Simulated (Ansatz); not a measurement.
A geometry of Se away from equilibrium: step 4 of the relaxation of a relaxed Se cell, doubled along one cell vector, shaken by Gaussian noise of σ = 0.08 Å a coordinate. All values below come from r2SCAN (plane waves to 500 eV, PAW, scalar-relativistic; Ansatz, a first-principles code). Γ-centred k-mesh 5×5×2 on the run's cell (coarser than for final values), Fermi–Dirac smearing 0.05 eV. The plane waves were selected for a different cell earlier on the path.

```
Se
1.0
    5.46333     0.04724    -0.07625
   -2.69075     4.72823     0.02439
   -0.16186    -0.03366    11.49741
Se
8
Direct
  0.26426   0.66056   0.08961
  0.41174   0.73562   0.59344
  0.37478   0.64170   0.40820
  0.28340   0.65002   0.90266
  0.73838   0.38712   0.40874
  0.59446   0.32440   0.90383
  0.62649   0.31165   0.09144
  0.72702   0.30443   0.59327
```

Task: What forces act on the atoms (eV/Å)?

Result: 
```json
[
 {"atom": "Se1", "Fx": "-0.02", "Fy": "0.06", "Fz": "0.07"},
 {"atom": "Se2", "Fx": "0.12", "Fy": "0.16", "Fz": "0.17"},
 {"atom": "Se3", "Fx": "0.17", "Fy": "-0.23", "Fz": "-0.17"},
 {"atom": "Se4", "Fx": "0.09", "Fy": "-0.16", "Fz": "0.00"},
 {"atom": "Se5", "Fx": "-0.19", "Fy": "0.33", "Fz": "-0.43"},
 {"atom": "Se6", "Fx": "-0.19", "Fy": "0.10", "Fz": "0.02"},
 {"atom": "Se7", "Fx": "0.07", "Fy": "-0.02", "Fz": "-0.08"},
 {"atom": "Se8", "Fx": "-0.05", "Fy": "-0.24", "Fz": "0.42"}
]
```

The path ends in P2₁ (No. 4) at a tolerance of 0.01 Å, P2₁2₁2₁ (No. 19) at 0.1 Å. No spin polarisation in the result. Without a van der Waals term the distances between weakly bound units are poorly fixed.

The end of the path is a generated cell of Se: the first start was made by a random draw of sites in a space group, and the end was not matched to a known phase here, so it may be hypothetical. Known forms of Se include space group No. 152.
